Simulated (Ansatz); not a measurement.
## Structure relaxation, Pt

The start is a generated cell, Pt placed in the AFLOW prototype A_tP12_96_ab (as in Si). The cell and all atomic positions are relaxed at zero pressure with r2SCAN (plane waves to 500 eV, PAW, scalar-relativistic; Ansatz, a quantum-chemistry and plane-wave program). First-step values are on the input's coarse k-mesh.

Ansatz input (later rounds restart from its end on a renewed k-mesh):
Ansatz 0.2 input:
```yaml
crystal:
  lattice:
    - [5.2344333, 0, 0]
    - [0, 5.2344333, 0]
    - [0, 0, 6.5953846]
  atoms:
    - { symbol: Pt, position: [0.0849, 0.0849, 0] }
    - { symbol: Pt, position: [0.5849, 0.4151, 0.25] }
    - { symbol: Pt, position: [0.4151, 0.5849, 0.75] }
    - { symbol: Pt, position: [0.9151, 0.9151, 0.5] }
    - { symbol: Pt, position: [0.1752, 0.3792, 0.2742] }
    - { symbol: Pt, position: [0.6752, 0.1208, 0.9758] }
    - { symbol: Pt, position: [0.3248, 0.8792, 0.4758] }
    - { symbol: Pt, position: [0.8248, 0.6208, 0.7742] }
    - { symbol: Pt, position: [0.6208, 0.8248, 0.2258] }
    - { symbol: Pt, position: [0.1208, 0.6752, 0.0242] }
    - { symbol: Pt, position: [0.8792, 0.3248, 0.5242] }
    - { symbol: Pt, position: [0.3792, 0.1752, 0.7258] }
basis: { ecutwfc: 500, ecutrho_ratio: 4, xc_grid: 4, fft_grid_basis: typed }
kpoints: { mp_grid: { grid: [5, 5, 4] } }
hamiltonian:
  xc: r2scan
  dispersion: none
  pseudopotentials: { kind: paw }
scf: { occupations: { method: fermi_dirac, width: 0.05 } }
relax: { f_tol: 0.01, max_steps: 100, cell: { stress_tol: 0.02 } }
output: { forces: true, stress: true }
```

- Initial pressure = +98 GPa (positive: the cell is compressed)
- Energy released = 1.91 eV/atom
- Volume change = +9.9 %, from 15.06 to 16.56 Å³/atom
- Shortest distances (start → end) = The closest pairs of elements (up to four, under 3.6 Å), start → end: Pt–Pt 2.16 → 2.61 Å
- Optimiser moves = 13

The end point of the relaxation:

```cif
data_Pt12
_chemical_formula_sum 'Pt12'
_space_group_name_H-M_alt 'P43212'
_space_group_IT_number 96
_space_group_name_Hall 'P 4nw 2abw'
_cell_length_a 5.07037
_cell_length_b 5.07037
_cell_length_c 7.72838
_cell_angle_alpha 90.000
_cell_angle_beta 90.000
_cell_angle_gamma 90.000
loop_
_atom_site_label
_atom_site_type_symbol
_atom_site_symmetry_multiplicity
_atom_site_Wyckoff_symbol
_atom_site_fract_x
_atom_site_fract_y
_atom_site_fract_z
_atom_site_occupancy
Pt1 Pt 4 a 0.20947 0.20947 0.00000 1
Pt2 Pt 8 b 0.21294 0.32751 0.33629 1
```

Final values are on a 8×8×5 k-mesh of the relaxed cell. No spin polarisation in the result.

The run could not lose the symmetry of its start: the end is stationary, and may be a saddle point rather than a minimum.

The relaxed structure here is a generated cell of Pt: the first start was made by placing the elements on the sites of a structure type, and the end was not matched to a known phase here, so it may be hypothetical. Known forms of Pt include space group No. 225.
